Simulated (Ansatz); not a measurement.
Ga$_{2}$O$_{3}$:
```xyz
40
Lattice="5.0423 0.0000 0.0000 0.0000 8.6732 0.0000 0.0000 0.0000 9.2853" Properties=species:S:1:pos:R:3 pbc="T T T"
Ga     3.4211     1.3161     1.9215
Ga     1.6212     7.3571     6.5642
Ga     4.1423     5.6527     6.5642
Ga     0.8999     3.0205     1.9215
Ga     3.4671     7.2713     0.1638
Ga     1.5751     1.4020     4.8064
Ga     4.0963     2.9347     4.8064
Ga     0.9460     5.7386     0.1638
Ga     0.9020     0.2779     0.0425
Ga     4.1403     8.3953     4.6851
Ga     1.6192     4.6145     4.6851
Ga     3.4231     4.0587     0.0425
Ga     3.4912     1.3070     7.3845
Ga     1.5511     7.3662     2.7418
Ga     4.0722     5.6436     2.7418
Ga     0.9701     3.0296     7.3845
O      4.9305     4.4395     1.3145
O      0.1118     4.2337     5.9571
O      2.6329     0.1029     5.9571
O      2.4094     8.5703     1.3145
O      1.7472     7.2930     8.4167
O      3.2951     1.3802     3.7740
O      0.7740     2.9564     3.7740
O      4.2683     5.7168     8.4167
O      0.1364     7.1523     1.2555
O      4.9059     1.5209     5.8981
O      2.3847     2.8157     5.8981
O      2.6575     5.8575     1.2555
O      2.4154     5.7893     6.0055
O      2.6269     2.8839     1.3629
O      0.1057     1.4527     1.3629
O      4.9365     7.2205     6.0055
O      1.7620     1.4818     8.1680
O      3.2803     7.1914     3.5254
O      0.7592     5.8184     3.5254
O      4.2831     2.8548     8.1680
O      3.2814     4.3205     3.8261
O      1.7609     4.3528     8.4688
O      4.2820     8.6571     8.4688
O      0.7602     0.0162     3.8261
```

Relaxed with r²SCAN.

**Question.** Map the valence electron density (e/Å³), cut off at 2 on the plane through (0.688, 0.838, 0.018) spanned by u = [0, 0, 1] and v = [1, 1, 0] in lattice vectors, from r²SCAN (plane waves, PAW; program Ansatz).

**Answer.** x is the fraction of u, y of v (the angle between them is 90°; rows are the nearest grid lines); atoms in the plane: Ga at (0.00, 0.00), Ga at (0.49, 0.13), Ga at (0.78, 0.51), O at (0.12, 0.84), O at (0.13, 0.33), O at (0.89, 0.66), O at (0.89, 0.16).
```
|@@@=.     .-@@@@@@-.               .=@@@|
|@@+:..    .:*@@@@*:                 :+@@|
|-----::.   .-*@@*-.     ..          ..:-|
|.:+@@@@#-.    .      .=%@@+:.          .|
|.:#@@@@@=.          .=@@@@@*:          .|
| .:+#%+-.          ..-*@@@%-.           |
|  ..::..         .:-::-=+=-.     .:::.. |
|.               :+@@@+:.       .=@@@@%-.|
|.               .+@@@=.       .:#@@@@@=.|
|      ...      ...::..       ..:-+%%*-. |
|     .:==-....:---:.       .:=*+---::.  |
|    :#@@@@@--*@@@@#:      .-@@@@@+.     |
|    .+@@@@#-=%@@@@%-      .:@@@@@-.     |
|   .:----:...:-++=:.  ........:...      |
|  .:+**=:.    ..... ..:---:.            |
| .=@@@@@*:          :+@@@@%-.           |
| .-@@@@@+.          :+@@@@%-.           |
|  ..:--:.           ..-==-..    ..:::.  |
|     ..           ........     .:=*#+-. |
|.               .=@@@-.        :#@@@@@=.|
|.              .:@@@@@:.       .=@@@@@-.|
|-:..         .:::-*@*:.          .:-----|
|@@+:       .:=*#+--:..            ..:+@@|
|@@@=.     .-@@@@@@-.               .=@@@|
```
Scale: ten equal steps from 0.027 (start of ' ') to 2.00 (end of '@'), in the order ' .:-=+*#%@'; x runs from 0.000 to 1.00, y from 0.000 (bottom) to 1.00 (top).

The density is the valence pseudo-density with augmentation charge, so density and ELF within about 1 Å of a nucleus are not all-electron values.

Space group Pna2_1. The start of the workflow was typed in or built on a structure type; neither database checked (COD, Materials Project) lists it. It is not the phase usual at ambient conditions (space group No. 12, 167). The r²SCAN relaxation kept the symmetry of its start; its stability against distortions is not shown here.

Potentials: the later of the program's two PAW sets.
